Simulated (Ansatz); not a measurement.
# Zone-centre phonons of LiHg2: input and output

Theory: DFT PBE, scalar-relativistic, plane waves, PAW in Ansatz 0.2.0.

It can be run as:
```bash
ansatz run input.yaml --threads 1 --pin off --backend cpu --events-out ev --progress --plain --runs-dir out  # memory cap (--max-ram) not shown
```

Input (bare energies are in eV):
```yaml
crystal:
  lattice:
    - [4.9739533204, 0.0, 0.0]
    - [-2.4869766602, 4.3075699327, 0.0]
    - [0.0, 0.0, 3.1300488126]
  atoms:
    - { symbol: Li, position: [0.0, 0.0, 0.0] }
    - { symbol: Hg, position: [0.3333333333, 0.6666666667, 0.5] }
    - { symbol: Hg, position: [0.6666666667, 0.3333333333, 0.5] }
basis:
  ecutwfc: 420
kpoints:
  mp_grid: { grid: [12, 12, 14] }
hamiltonian:
  xc: pbe
scf:
  occupations: { method: fermi_dirac, width: 0.15 }
output:
  eigenvalues: true
phonons:
  method: dfpt
  eigenvectors: true
```

Results section of the output:
```
--- Phonons (Γ-DFPT): 4 representative perturbations + reference, on 344 of 2016 k-points (Σ response iterations 13) ---
  k mesh reduced under 4 symmetry operations, with k and −k counted as one. Each operation leaves every solved displacement unchanged or reverses it
  ASR residual: 1.301e-4 → 0.000e0 eV/Å²; symmetrization residual: 1.065e-6 eV/Å²
  ASR residual per site (eV/Å²): 1.27e-5 1.30e-4 1.30e-4
  Γ frequencies (cm⁻¹): 0.00 0.00 0.00 16.20 105.75 105.75 115.71 125.29 125.29
  non-analytic LO–TO correction: not included (Born effective charges unavailable; polar crystals: no LO–TO splitting at Γ)
```

The cell was built by swapping an element in a database structure (itself possibly hypothetical) and relaxing; it need not be the stable form of this composition. In a metal, frequencies and elastic constants depend on the k mesh and the smearing, soft modes and shear constants most. Spin–orbit coupling is left out, which can shift energies with elements as heavy as these.